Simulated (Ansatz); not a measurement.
**Al2O3 (Pnnm), an elastic constant from a strain scan**

Theory: DFT LDA, scalar-relativistic, plane waves, PAW (Ansatz). The runs took a 420 eV cutoff, a Γ-centred 6×4×8 mesh and Gaussian smearing (0.05 eV). No spin polarisation. Energies are free energies at this smearing, counted from the undisturbed cell; pressure is positive in compression.

The undisturbed cell (relaxed at this level; this form isn't the usual structure):

```yaml
crystal:
  lattice:
    - [4.59259, 0.00000, 0.00000]
    - [0.00000, 9.57312, 0.00000]
    - [0.00000, 0.00000, 2.97459]
  atoms:
    - { symbol: Al, position: [0.41388, 0.33100, 0.50000] }
    - { symbol: Al, position: [0.58612, 0.66900, 0.50000] }
    - { symbol: Al, position: [0.91388, 0.16900, 0.00000] }
    - { symbol: Al, position: [0.08612, 0.83100, 0.00000] }
    - { symbol: O, position: [0.73156, 0.22269, 0.50000] }
    - { symbol: O, position: [0.00000, 0.00000, 0.00000] }
    - { symbol: O, position: [0.76844, 0.72269, 0.00000] }
    - { symbol: O, position: [0.23156, 0.27731, 0.00000] }
    - { symbol: O, position: [0.26844, 0.77731, 0.50000] }
    - { symbol: O, position: [0.50000, 0.50000, 0.50000] }
```

The cell is strained by ε times the Voigt pattern (1, -1, 0, 0, 0, 0) (xx, yy, zz, yz, xz, xy; engineering shear) with fractional coordinates fixed. The cell holds 10 atoms in V0 = 130.78 Å³. The stress column is τ = (1/V0) dE/dε, got from the stress tensor σ (compression positive) at each point as −det(1 + εP) σ : P(1 + εP)⁻¹, with P the pattern as a tensor.

| ε | ΔE (meV/atom) | τ (GPa) |
| --- | --- | --- |
| -0.0400 | 28.088 | -16.670 |
| -0.0300 | 16.059 | -12.814 |
| -0.0200 | 7.220 | -8.753 |
| -0.0100 | 1.805 | -4.479 |
| 0.0000 | 0.000 | 0.029 |
| 0.0100 | 1.934 | 4.776 |
| 0.0200 | 7.845 | 9.781 |
| 0.0300 | 17.960 | 15.056 |
| 0.0350 | 24.662 | 17.798 |
| 0.0400 | ? | ? |

**Question.** Which combination of elastic constants does this scan measure, and how large is it?

**Answer.** For small ε, τ = τ0 + Kε with K = pᵀCp, which for this pattern is C11 + C22 − 2 C12 in the Cartesian frame shown. The parabola through τ at ε = -0.0100, 0 and 0.0100 has slope K = 463 GPa at zero. The energies per cell, E = NΔE, of the same two points give K = 2[E(ε₊)/ε₊ − E(ε₋)/ε₋]/[(ε₊ − ε₋)V0] = 458 GPa, in agreement. These are clamped-ion values.

**Question.** Predict the withheld row at ε = 0.0400 from the harmonic law, and compare.

**Answer.** ΔE = V0(τ0 ε + Kε²/2)/N = 30.313 meV/atom and τ = 18.54 GPa. The calculation gives 32.490 meV/atom and 20.61 GPa: the energy lies 7 % above the harmonic value.

Forces appear on the atoms along this scan, and letting them relax would lower the energy and soften the response.